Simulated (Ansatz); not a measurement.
InGaN$_{2}$:
```
CELL_PARAMETERS angstrom
      3.35353     0.00000     0.00000
     -1.67677     2.90424     0.00000
      0.00000     0.00000     5.49962
ATOMIC_POSITIONS crystal
  In 0.00000 0.00000 0.99711
  Ga 0.66667 0.33333 0.49592
  N  0.66667 0.33333 0.14601
  N  0.00000 0.00000 0.60256
```

DFT-PBEsol in the program Ansatz with PAW potentials gives a gap of 0.31 eV without spin–orbit coupling, maximum at Γ, minimum at Γ.

Q: What happens when spin–orbit coupling is switched on?

A: The gap stays essentially unchanged, to 0.31 eV; maximum at Γ, minimum at Γ.

Q: Give the electron effective mass with spin–orbit coupling.

A: 0.047, 0.047, 0.066 mₑ (principal values).

Space group P3m1. The first step of the workflow began from a Materials Project structure, measured or hypothetical; the Crystallography Open Database copy checked does not list it. With In and Ga taken as one species the cell has the higher symmetry P6_3mc, so it may be an ordered model of a mixed-site phase. Whether it is the stable phase at ambient conditions was not checked. The cell was relaxed with PBEsol under the symmetry of its start; of distortions, only those at the zone centre were tested.

Potentials: the later of the program's two PAW sets.
